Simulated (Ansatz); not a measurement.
The relaxed structure here is a generated cell of Ni: the first start was made by placing the elements on the sites of a structure type, and the end was not matched to a known phase here, so it may be hypothetical. Known forms of Ni include space group No. 225.

The end point of a relaxation of Ni. Space group Pm-3n (No. 223). Computed with r2SCAN (plane waves to 500 eV, PAW, scalar-relativistic; Ansatz, a program for electronic structure).

Space group Pm-3n (No. 223); a = 4.4145 Å, b = 4.4145 Å, c = 4.4145 Å, α = 90.00°, β = 90.00°, γ = 90.00°

| atom | site | symmetry | x | y | z |
|---|---|---|---|---|---|
| Ni | 6c | -4m.2 | 0.0000 | 0.5000 | 0.2500 |
| Ni | 2a | m-3. | 0.0000 | 0.0000 | 0.0000 |

Question: Estimate the magnetic moment that r2SCAN returns for this input.

Answer: Net 0.71 μB/atom, ferromagnetic.

Spin state reached: ferromagnetic (net 0.71 μB/atom), from parallel starting moments; other spin orders were not run from this start. r2SCAN tends to overstate moments in metals. The program's look for a lower electronic state was skipped, cut short or left open in this run.

The run could not lose the symmetry of its start: the end is stationary, and may be a saddle point rather than a minimum.

All atoms sit on sites fixed by symmetry, so only the cell could relax.
